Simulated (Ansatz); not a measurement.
HfB (rock salt, Fm-3m) at seven volumes, r²SCAN in the plane-wave PAW code Ansatz, scaled uniformly. One row is withheld.

| V (Å³/atom) | P (GPa) |
|---|---|
| 12.772 | 19.69 |
| 13.193 | 12.13 |
| 13.614 | 5.62 |
| 14.035 | 0.00 |
| 14.457 | -4.87 |
| 14.878 | ? |
| 15.299 | -12.74 |

Q: Fit the shown pressures and predict the withheld one.

A: P = (3/2)B₀(x^(7/2) − x^(5/2))[1 + (3/4)(B′ − 4)(x − 1)] with x = (V₀/V)^(2/3). Least squares on the six rows gives V₀ = 14.035 Å³/atom, B₀ = 174 GPa, B′ = 3.84. At V = 14.878, x = 0.9619 and P = -9.07 GPa. The run itself gave -9.09 GPa.

The workflow started from an entry of the Crystallography Open Database (COD). Whether it is the stable phase at ambient conditions was not checked. The cell was relaxed with r²SCAN under the symmetry of its start; of distortions, only those at the zone centre were tested. No spin polarisation was allowed. Scalar-relativistic: spin–orbit coupling is off unless named, which matters more the heavier the elements.

Potentials: the later of the program's two PAW sets.
